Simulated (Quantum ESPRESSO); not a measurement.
Kohn-Sham bands of TlBiTe$_{2}$ (R-3m)

```
TlBiTe2
1.0
   -2.27644     3.94292     0.00000
   -4.55289     0.00000     0.00000
   -2.27644     1.31431     7.96378
Tl Bi Te
1 1 2
Direct
  0.50000   0.50000   0.50000
  0.00000   0.00000   0.00000
  0.25933   0.25933   0.22200
  0.74067   0.74067   0.77800
```

Structure: Materials Project mp-27438, symmetrised, not relaxed again. COD (Crystallography Open Database) has an entry of this formula and space group (matched by these alone). Computed values, not measurements, from PBEsol: Quantum ESPRESSO (norm-conserving PseudoDojo potentials, cutoff 64 Ry, spinors with spin-orbit coupling) on a Γ-centred 4×4×4 mesh, then Wannier90. Density: 8×8×8 mesh, cold smearing 0.01 Ry. With spin-orbit coupling a semilocal functional can close or falsely invert a small gap; the band order was not checked against a better method.

Energies are relative to the Fermi level; weights are on the orthonormalised atomic waves of the pseudopotential files, averaged over the group. 60 electrons a cell are treated as valence.

| bands | from (eV) | to (eV) | filling | weight on atomic waves |
|---|---|---|---|---|
| 1–8 | -37.17 | -37.17 | filled | [?] |
| 9–20 | -35.70 | -35.70 | filled | [?] |
| 21–24 | -24.40 | -24.39 | filled | [?] |
| 25–30 | -21.41 | -21.40 | filled | [?] |
| 31–46 | -12.63 | -8.40 | filled | [?] |
| 47–48 | -5.72 | -5.21 | filled | [?] |

**Question.** Which atomic shells make up each group?

**Answer.** 
- 1–8, weight on atomic waves: Te 4d 100 %
- 9–20, weight on atomic waves: Te 4d 100 %
- 21–24, weight on atomic waves: Bi 5d 100 %
- 25–30, weight on atomic waves: Bi 5d 100 %
- 31–46, weight on atomic waves: Tl 5d 62 %, Te 5s 21 %, Bi 6s 11 %
- 47–48, weight on atomic waves: Tl 6s 67 %, Te 5p 24 %

No gap over 0.05 eV opens at the Fermi level at this level of theory; semilocal functionals close the gap of some real semiconductors.
